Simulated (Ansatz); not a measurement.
## Zn2SiN3: start and end of a relaxation

A trial structure of Zn2SiN3 was built thus: random cell by space group and Wyckoff sites (Cmmm, No. 65). Lengths were set from tabulated atomic sizes, so they are only a guess.

start.xyz

```xyz
6
Lattice="3.0171 -3.0692 0.0000 3.0171 3.0692 0.0000 0.0000 0.0000 4.1475" Properties=species:S:1:pos:R:3 pbc="T T T"
Zn    3.0171    1.6542    2.0738
Zn    3.0171   -1.6542    2.0738
Si    0.0000    0.0000    0.0000
N     1.5086    1.5346    2.0738
N     1.5086   -1.5346    2.0738
N     0.0000    0.0000    2.0738
```

Theory: Ansatz, DFT PBE, scalar-relativistic, plane waves, PAW. Cutoff 420 eV, Gaussian smearing, Γ-centred meshes. Cell and atoms relax first on a coarse mesh and then on a finer one. In between, the cell is made exact in the group found at 0.06 Å. In metals the finer mesh still leaves noise of several meV/atom or more. The steps can't lower the symmetry of their start. Collinear spin is switched on along the way, since trial moments persisted in a coarse test.

end.xyz

```xyz
6
Lattice="3.5319 -6.7114 0.0000 3.5319 6.7114 0.0000 0.0000 0.0000 3.3123" Properties=species:S:1:pos:R:3 pbc="T T T"
Zn    3.5319    3.3562    1.6561
Zn    3.5319   -3.3562    1.6561
Si    0.0000    0.0000    0.0000
N     1.7659    3.3557    1.6561
N     1.7659   -3.3557    1.6561
N     0.0000    0.0000    1.6561
```

The symmetry stays Cmmm (No. 65). The volume per atom grows by 104.4 %, from 12.8 to 26.2 Å³. The shortest distance goes from 1.41 Å (Zn–N) to 1.66 Å (Si–N). The energy falls by about 3.2 eV/atom (the start's value is from the coarse mesh).

```yaml
Volume_per_atom: 26.2 Å³
Density: 2.1 g/cm³
Energy_over_the_elements: +1.15 eV/atom
Gap_on_the_6×6×12_mesh_of_the_6-atom_cell: 0 eV (a metal)
Net_moment_per_atom: 0.30 μB
Moment_by_site: N 0.6 (×2) μB
```

Formation energies are uncorrected and refer to the elements' standard structures at the same level (N₂ as a molecule). It can't be a ground state, since the elements alone are lower.

The last run used collinear spin and Gaussian smearing of 0.10 eV. No dispersion correction is applied, so the spacing and binding between layers, chains or molecules are poorly described. The magnetic state reached may not be the lowest. A structure relaxed within its symmetry needn't be a true minimum. In all, the 6 runs took 23 min on 1 thread of Arm Neoverse V1, with other jobs on the host.
